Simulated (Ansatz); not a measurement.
## Cr3Si8Mo: relaxed-ion elastic tensor

All numbers below come from DFT PBE, scalar-relativistic, plane waves, PAW in Ansatz. Settings: 420 eV plane-wave cutoff, Γ-centred 8×8×12 mesh, Fermi-Dirac smearing of 0.15 eV. No spin polarisation.

Relaxed structure:
```xyz
12
Lattice="3.1166 -7.6296 0.0000 3.1166 7.6296 0.0000 0.0000 0.0000 3.1240" Properties=species:S:1:pos:R:3 pbc="T T T"
Cr    1.5583    3.8148    1.5620
Cr    1.5583   -3.8148    1.5620
Cr    3.1166    0.0000    0.0000
Si    3.1166   -5.0351    0.0000
Si    4.6239   -1.2773    1.5620
Si    1.6093   -1.2773    1.5620
Si    3.1166    2.5919    0.0000
Si    3.1166   -2.5919    0.0000
Si    4.6239    1.2773    1.5620
Si    1.6093    1.2773    1.5620
Si    3.1166    5.0351    0.0000
Mo    0.0000    0.0000    0.0000
```

The structure comes from a generated guess, relaxed at this level; another structure or a mixture of phases may lie lower. In a metal, frequencies and elastic constants depend on the k mesh and the smearing, soft modes and shear constants most.

(1) Give the relaxed-ion elastic constants (GPa, Voigt order xx yy zz yz xz xy, on the Cartesian axes of the cell above).

(2) Is the crystal stable against homogeneous strain?

(3) And the moduli of a polycrystal (Hill averages)?

## Answers

(1)
```
346.7  92.3 121.7   0.0   0.0   0.0
 92.3 455.8  89.9   0.0   0.0   0.0
121.7  89.8 349.9   0.0   0.0   0.0
  0.0   0.0   0.0 199.1   0.0   0.0
  0.0   0.0   0.0   0.0 178.1   0.0
  0.0   0.0   0.0   0.0   0.0 199.4
```

(2) Yes: the least eigenvalue of the tensor is 178.1 GPa.

(3) B = 195 GPa, G = 168 GPa, E = 392 GPa, ν = 0.17.
